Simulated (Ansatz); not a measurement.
Ge:
```yaml
crystal:
  lattice:
    - [-3.50319, 3.50319, 3.50319]
    - [3.50319, -3.50319, 3.50319]
    - [3.50319, 3.50319, -3.50319]
  atoms:
    - { symbol: Ge, position: [0.50000, 0.75000, 0.25000] }
    - { symbol: Ge, position: [0.25000, 0.50000, 0.75000] }
    - { symbol: Ge, position: [0.75000, 0.50000, 0.25000] }
    - { symbol: Ge, position: [0.50000, 0.25000, 0.75000] }
    - { symbol: Ge, position: [0.25000, 0.75000, 0.50000] }
    - { symbol: Ge, position: [0.75000, 0.25000, 0.50000] }
```

Relaxed with PBEsol. Special points in fractions of this cell's reciprocal vectors: Γ (0.000, 0.000, 0.000); H (0.500, -0.500, 0.500); N (0.000, 0.000, 0.500); P (0.250, 0.250, 0.250).

Task: List the band energies nearest the Fermi level at these points for PBEsol in the plane-wave PAW code Ansatz.

Result: In eV from the Fermi level; about four levels below and three above (degenerate sets whole), none deeper than 8.9 eV; points with the same levels are listed once.

```
k                                below                     above
-  -----------------------------------  ------------------------
Γ  -2.69 -2.69 -2.69 -2.05 -2.05 -2.05  1.76 1.76 2.41 2.41 2.41
H              -1.84 -1.84 -1.84 -0.20            0.02 0.02 0.02
N              -3.23 -1.98 -1.29 -0.72            1.05 1.80 2.48
P        -2.71 -2.71 -2.71 -1.79 -1.79            2.20 2.20 2.20
```

Space group Im-3m. The start of the workflow was typed in or built on a structure type; the Crystallography Open Database copy checked does not list it. It is not the phase usual at ambient conditions (space group No. 227). The PBEsol relaxation kept the symmetry of its start; of distortions, only those at the zone centre were tested. The volume moved by 22 % from the start of the relaxation. Scalar-relativistic: spin–orbit coupling is off unless named, which matters more the heavier the elements.

Potentials: the later of the program's two PAW sets.
